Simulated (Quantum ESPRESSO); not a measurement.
# Band energies of PbSe

```xyz
2
Lattice="0.0000 3.0908 3.0908 3.0908 0.0000 3.0908 3.0908 3.0908 0.0000" Properties=species:S:1:pos:R:3 pbc="T T T"
Se     3.0908     3.0908     3.0908
Pb     0.0000     0.0000     0.0000
```

PBEsol (pw.x of Quantum ESPRESSO, ONCV potentials, with spin-orbit coupling); path ΓXWKΓLUWLK,UX; energies in eV from the valence-band maximum.

```csv
k (1/Å),point,band 30,band 31,band 32,band 33,band 34,band 35,band 36,band 37
0.00,Γ,-1.40,3.18,3.18,5.51,5.51,5.51,5.51,6.69
0.45,,-0.98,1.91,1.91,4.27,4.27,4.97,4.97,5.32
1.02,X,-2.69,3.93,3.93,4.61,4.61,6.19,6.19,6.26
1.52,W,-0.58,1.83,1.83,4.96,4.96,5.14,5.14,7.49
1.64,,-0.86,2.12,2.12,4.74,4.74,5.28,5.28,7.03
1.88,K,-2.04,3.10,3.10,4.23,4.23,5.48,5.48,6.06
2.21,,-0.72,1.33,1.33,2.61,2.61,4.67,4.67,8.23
2.75,,-1.15,2.63,2.63,4.36,4.36,4.97,4.97,6.56
2.96,Γ,-1.40,3.18,3.18,5.51,5.51,5.51,5.51,6.69
3.26,,-1.09,2.32,2.32,3.91,3.91,4.38,4.38,6.50
3.74,,-0.13,0.34,0.34,1.66,1.66,2.52,2.52,8.27
3.84,L,0.00,0.17,0.17,1.58,1.58,2.45,2.45,8.57
4.26,,-1.50,2.21,2.21,3.36,3.36,4.77,4.77,7.03
4.46,U,-2.04,3.10,3.10,4.23,4.23,5.48,5.48,6.06
4.82,W,-0.58,1.83,1.83,4.96,4.96,5.14,5.14,7.49
5.27,,-0.58,1.10,1.10,2.80,2.80,3.75,3.75,7.94
5.54,L,0.00,0.17,0.17,1.58,1.58,2.45,2.45,8.57
5.72,,-0.56,0.86,0.86,2.16,2.16,3.14,3.14,8.20
6.17,K,-2.04,3.10,3.10,4.23,4.23,5.48,5.48,6.06
6.17,U,-2.04,3.10,3.10,4.23,4.23,5.48,5.48,6.06
6.52,X,-2.69,3.93,3.93,4.61,4.61,6.19,6.19,6.26
```

The PBEsol gap is direct, 0.17 eV at L.

So small a PBEsol gap in heavy elements may be inverted, where one-shot corrections to single bands mislead.

Geometry of the Materials Project entry, not relaxed at this level.
